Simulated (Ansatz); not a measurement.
One stationary structure of Al. Space group Fm-3m (No. 225). These are r2SCAN (plane waves to 500 eV, PAW, scalar-relativistic; Ansatz, a first-principles code) values and carry that method's errors.

```xyz
3
Lattice="0.0000 3.0862 3.0862 3.0862 0.0000 3.0862 3.0862 3.0862 0.0000" Properties=species:S:1:pos:R:3 pbc="T T T"
Al     1.5431     1.5431     1.5431
Al     4.6293     4.6293     4.6293
Al     3.0862     3.0862     3.0862
```

```yaml
volume_per_atom: 19.60 Å³
density: 2.29 g/cm³
band_gap: no gap (metallic)
shortest_distances: Al–Al 2.67 Å
k-mesh: 13×13×13
```

Band energies at high-symmetry points (eV from the Fermi level; labels of this space group; no spin-orbit coupling), from −5 eV up to 1.9 eV:

| point | energies |
|---|---|
| Γ | 0.05 0.05 0.05 0.56 0.56 0.56 |
| X | -3.26 -3.26 -2.99 -0.24 |
| U | -2.82 -1.31 |
| K | -2.82 -1.31 |
| L | -1.21 -1.21 0.28 0.52 0.52 |
| W | -4.26 1.58 1.58 |

No spin polarisation in the result.

The run could not lose the symmetry of its start: the end is stationary, and may be a saddle point rather than a minimum.

All atoms sit on sites fixed by symmetry, so only the cell could relax.

The relaxed structure here is a generated cell of Al: the first start was made by a random draw of sites in a space group, and the end was not matched to a known phase here, so it may be hypothetical. A known form of Al has the same space group but another cell.
